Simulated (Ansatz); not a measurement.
This run works on a generated trial structure, not on a known crystal.

Input and command of a plane-wave DFT calculation in Ansatz:

```yaml
crystal:
  lattice:
    - [3.28501618, 0.0, 0.0]
    - [0.0, 3.28501618, 0.0]
    - [0.0, 0.0, 7.20247875]
  atoms:
    - { symbol: Ga, position: [0.0, 0.0, 0.5] }
    - { symbol: Ni, position: [0.0, 0.0, 0.0], spin: 2.0 }
    - { symbol: Ni, position: [0.5, 0.5, 0.5], spin: 2.0 }
    - { symbol: O, position: [0.0, 0.5, 0.26230901] }
    - { symbol: O, position: [0.5, 0.0, 0.73769099] }
    - { symbol: O, position: [0.5, 0.0, 0.26230901] }
    - { symbol: O, position: [0.0, 0.5, 0.73769099] }
    - { symbol: O, position: [0.5, 0.5, 0.0] }
basis:
  ecutwfc: 420
kpoints:
  mp_grid: { grid: [5, 5, 3] }
hamiltonian:
  xc: pbe
scf:
  occupations: { method: gaussian, width: 0.2 }
  lower_state_search: "off"
output:
  forces: true
  stress: true
  eigenvalues: true
  populations: true
magnetization:
  spin_polarized: true
relax:
  adjacent_minimum: "off"
  f_tol: 0.08
  max_steps: 16
  cell: { stress_tol: 0.8 }
```

```bash
ansatz run input.yaml --threads 1 --pin off --max-ram 2560MiB --backend cpu --events-out ev --progress --plain --runs-dir out
```

Processor: Intel(R) Xeon(R) 6975P-C (Granite Rapids), 1 thread, on a host shared with other jobs.

Q: Estimate time, memory and problem size.

A: About 63 s, peak memory 0.46 GiB. It solves 50 bands at 12 k points (after reduction by symmetry) with about 1545 plane waves (on the last cell), in 182 SCF iterations over 9 ionic steps.
